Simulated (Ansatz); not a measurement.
Consider the following.

ZrN (rock salt, space group No. 225), a = b = c = 4.5946 Å, α = β = γ = 90.00°; the cell used has 2 atoms.

This is the PBE-relaxed structure.

**Question.** All from plane-wave PAW PBE (Ansatz code), unless another level is named. Predict the electronic character.

**Answer.** metallic (no gap).

**Question.** What about the formation energy from the elements (no fitted shifts)?

**Answer.** -1.72 eV/atom.

**Question.** And the density of states at the Fermi level?

**Answer.** 0.34 states/eV per atom (mean over ±0.08 eV).

Space group Fm-3m (rock salt). Symmetry was held in the PBE relaxation. The run is not spin-polarised. With an odd number of electrons in the cell and no spin polarisation, the count alone makes it a metal. The references are the lowest solids computed at this level, not always the standard phases (solids in place of the gases). Spin–orbit coupling is left out wherever it is not named.

Potentials: the later of the program's two PAW sets.
